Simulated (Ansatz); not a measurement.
# Ba(001): from terraces to steps

Computed with DFT PBEsol, scalar-relativistic, plane waves, PAW (Ansatz 0.2.0).

Cutoff 420 eV, Γ-centred meshes of like density (2×8×1 for the 24-atom cell), Gaussian smearing of 0.10 eV, energies at zero smearing and 0 K, each start's symmetry kept, no spin polarisation.

A (001) slab of relaxed bulk Ba (Im-3m, 57.70 Å³/atom, gap on the mesh 0.00 eV), 4 planes in a 6×1 cell with the lowest 2 held; added atoms sit on lattice sites of the next plane. A dipole correction is on. The surface energy is the mean of the held and the free face; step energies are per length and the mean of the stripe's two steps, which run along the shortest translation of the plane; step and island energies count from the flat slab and bulk atoms.

The flat slab gives a surface energy of 0.38 J/m² (23.9 meV/Å²); planes follow at h = 2.43 Å, and an atom takes 23.70 Å² of its plane.

Q: Estimate the step energy β from the surface energy and compare with the stripes.

A: A step opens a strip of height h, so a first guess is γh = 23.9 × 2.43 = 58 meV/Å. Computed: 24 meV/Å for the stripe 2 surface cells wide, 25 meV/Å for the stripe 3 surface cells wide, 0.42 and 0.44 of the guess. A value under γh is usual for metals: the riser is a slanted microfacet that covers some terrace, so at slant φ it costs h(γ_facet/sin φ − γ/tan φ), or γh tan(φ/2) for equal energies, 0.41 γh at 45° and 0.52 γh at 55°. The two widths differ by 1 meV/Å (before rounding), from step–step interaction and confinement in so narrow a cell, or from the k mesh, which in a metal moves β by several meV/Å. A vicinal face tilted by θ holds tan θ/h steps per length, so its energy per terrace area is γ + (β/h) tan θ for far-apart steps, with β/h = 0.17 J/m².

Slabs of three or four planes are thin, so both faces still feel each other.

Spin-orbit coupling is left out, which matters for the bands of heavy elements.

Small energy differences in metals hang on the k mesh (about 10 mJ/m² or 1 to 2 meV/atom on the mesh of the relaxation).

Cost: 3 runs of about 3.4 core-hours in all, on Arm Neoverse V1 (shared hosts).